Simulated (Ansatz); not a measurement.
Input:

ZnSe:
```xyz
2
Lattice="0.0000 2.7838 2.7838 2.7838 0.0000 2.7838 2.7838 2.7838 0.0000" Properties=species:S:1:pos:R:3 pbc="T T T"
Se     4.1757     4.1757     4.1757
Zn     0.0000     0.0000     0.0000
```

This is the LDA-relaxed structure. Cartesian axes are those of the cell as given.

Q: All from plane-wave PAW LDA (Ansatz code), unless another level is named. Predict the vibrational entropy at 300 K.

A: 35.6 J/(K·mol of atoms).

Q: Next, the piezoelectric stress constants (proper, relaxed ions, C/m²)?

A: e14 = e25 = e36 = -0.03.

Q: Give the Poisson's ratio.

A: 0.31.

Space group F-43m (zinc blende). The cell was relaxed with LDA under the symmetry of its start; phonons on a q-mesh show no instability.

Potentials: the later of the program's two PAW sets.
